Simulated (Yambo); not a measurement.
## Optical response of AlPO4

```
CELL_PARAMETERS angstrom
      5.28604     0.00000     0.00000
     -2.64302     4.57784     0.00000
      0.00000     0.00000     8.62942
ATOMIC_POSITIONS crystal
  O  0.02146 0.51073 0.49543
  O  0.51073 0.02146 0.99543
  O  0.48927 0.51073 0.49543
  O  0.97854 0.48927 0.99543
  O  0.48927 0.97854 0.49543
  O  0.51073 0.48927 0.99543
  O  0.33333 0.66667 0.26155
  O  0.66667 0.33333 0.76155
  Al 0.33333 0.66667 0.06195
  Al 0.66667 0.33333 0.56195
  P  0.66667 0.33333 0.93699
  P  0.33333 0.66667 0.43699
```

Yambo, TDDFT with the adiabatic LDA kernel on LDA bands; 3×3×2 mesh, 154 bands, 3 Ry local-field block, 0.2 eV broadening; field along x.

| E (eV) | Im ε | Re ε | Im ε, independent particles |
|---|---|---|---|
| 0.0 | 0.00 | 2.03 | 0.00 |
| 0.6 | 0.00 | 2.04 | 0.00 |
| 1.2 | 0.00 | 2.05 | 0.00 |
| 1.9 | 0.01 | 2.06 | 0.01 |
| 2.5 | 0.01 | 2.08 | 0.01 |
| 3.1 | 0.01 | 2.11 | 0.01 |
| 3.8 | 0.01 | 2.15 | 0.02 |
| 4.4 | 0.02 | 2.20 | 0.02 |
| 5.0 | 0.03 | 2.27 | 0.03 |
| 5.6 | 0.04 | 2.37 | 0.04 |
| 6.2 | 0.07 | 2.52 | 0.07 |
| 6.9 | 0.17 | 2.74 | 0.15 |
| 7.5 | 0.48 | 2.96 | 0.41 |
| 8.1 | 0.94 | 3.42 | 0.77 |
| 8.8 | 2.13 | 3.18 | 1.81 |
| 9.4 | 1.64 | 1.60 | 2.16 |
| 10.0 | 1.02 | 1.82 | 1.35 |
| 10.6 | 1.48 | 2.10 | 2.03 |
| 11.2 | 1.50 | 1.65 | 2.03 |
| 11.9 | 1.52 | 1.34 | 1.76 |
| 12.5 | 1.00 | 1.52 | 1.10 |
| 13.1 | 1.25 | 1.69 | 1.41 |
| 13.8 | 1.32 | 1.55 | 1.44 |
| 14.4 | 1.70 | 1.24 | 1.90 |
| 15.0 | 1.59 | 1.29 | 1.75 |
| 15.6 | 1.41 | 0.96 | 1.65 |
| 16.2 | 1.59 | 0.77 | 1.82 |
| 16.9 | 1.27 | 0.68 | 1.57 |
| 17.5 | 1.17 | 0.54 | 1.26 |
| 18.1 | 0.84 | 0.54 | 0.96 |
| 18.8 | 0.82 | 0.67 | 1.15 |
| 19.4 | 0.90 | 0.60 | 1.07 |
| 20.0 | 0.76 | 0.66 | 0.88 |

Structure narrower than a few tenths of an eV can come from the finite k mesh. Convergence of the RPA response with its 3×3×2 mesh was not tested. No excitonic effects at this level.

Geometry of the Materials Project entry, not relaxed at this level.
